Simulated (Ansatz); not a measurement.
CsPbBr3 (cubic perovskite)

```yaml
crystal:
  lattice:
    - [6.00277, 0.00000, 0.00000]
    - [0.00000, 6.00277, 0.00000]
    - [0.00000, 0.00000, 6.00277]
  atoms:
    - { symbol: Cs, position: [0.00000, 0.00000, 0.00000] }
    - { symbol: Pb, position: [0.50000, 0.50000, 0.50000] }
    - { symbol: Br, position: [0.00000, 0.50000, 0.50000] }
    - { symbol: Br, position: [0.50000, 0.50000, 0.00000] }
    - { symbol: Br, position: [0.50000, 0.00000, 0.50000] }
```

Scan: atom 1 (Cs, nearest neighbour Br at 4.245 Å; its periodic images, 6.0 Å or more away, move with it) is displaced along Cartesian [111], direction (0.577, 0.577, 0.577) in Cartesian axes, by s. The other atoms stay.

Level of theory: PBE (plane waves to 420 eV, PAW, scalar-relativistic; Ansatz, a quantum-chemistry and plane-wave program). k mesh 5×5×5 (Γ-centred), Fermi-Dirac smearing 0.05 eV. Energies are smeared free energies. CsPbBr3 was relaxed with its symmetry unable to fall. Spin-orbit coupling is left out, though Pb is heavy. The PAW data are Ansatz's earlier set. This is a high-temperature form of CsPbBr3. ΔE is measured from the undisplaced structure.

| s (Å) | ΔE (meV/cell) |
|---|---|
| -0.850 | 79.5 |
| -0.680 | withheld |
| -0.510 | 11.8 |
| -0.340 | 3.0 |
| -0.170 | 0.4 |
| 0.000 | 0.0 |
| 0.170 | 0.4 |
| 0.340 | 3.0 |
| 0.510 | 11.8 |
| 0.680 | withheld |
| 0.850 | 79.5 |

Question: Fit an even polynomial form (powers 2, 4) to the given rows and predict ΔE at s = 0.680.

Answer: Least squares on the 9 given rows: ΔE = (9.246)·s² + (139.5)·s⁴, in meV/cell with s in Å; root-mean-square residual 0.04 meV/cell. At 0.680 the fit gives 34.1 meV/cell; the calculation gives 33.8 meV/cell, so the interpolation is off by 0.3 (+0.9 %). The quadratic term alone would give 4.3 meV/cell.

(For displaced atoms, the force is minus the slope of the energy, and its curvature is a force constant, which sets phonon frequencies.)
